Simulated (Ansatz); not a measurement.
Values for one crystal, relaxed and computed with r²SCAN in the plane-wave PAW code Ansatz; other levels are named.

| Property | Result |
|---|---|
| Volume per atom | 15.82 Å³ |
| Electronic character | metallic (no gap) |
| Density of states at the Fermi level | 0.32 states/eV per atom (mean over ±0.08 eV) |
| Formation energy from the elements (no fitted shifts) | -0.40 eV/atom |

### Question
Pick the material that matches.
A. LaGe2Ru2, I4/mmm (La on 2a, Ge on 4e, Ru on 4d)
B. Ni5Ge3, C2/c (Pearson symbol mS32)
C. TiGe2, Fddd (Ti on 8b, Ge on 16f)
D. BaGe3Pt, I4mm (Ba on 2a, Ge on 4b, Ge on 2a, Pt on 2a)

### Answer
C, TiGe2, Fddd (Ti on 8b, Ge on 16f)

The workflow started from a Materials Project entry (that database holds measured and hypothetical structures alike); the Crystallography Open Database files this formula in space group No. 70, but the cells were not matched. Its standing as an ambient phase is unchecked. The cell was relaxed with r²SCAN under the symmetry of its start; whether a distortion lowers the energy is not shown. No spin polarisation was allowed. The references are the lowest solids computed at this level, not always the standard phases. Spin–orbit coupling is left out wherever it is not named.

Potentials: the later of the program's two PAW sets.
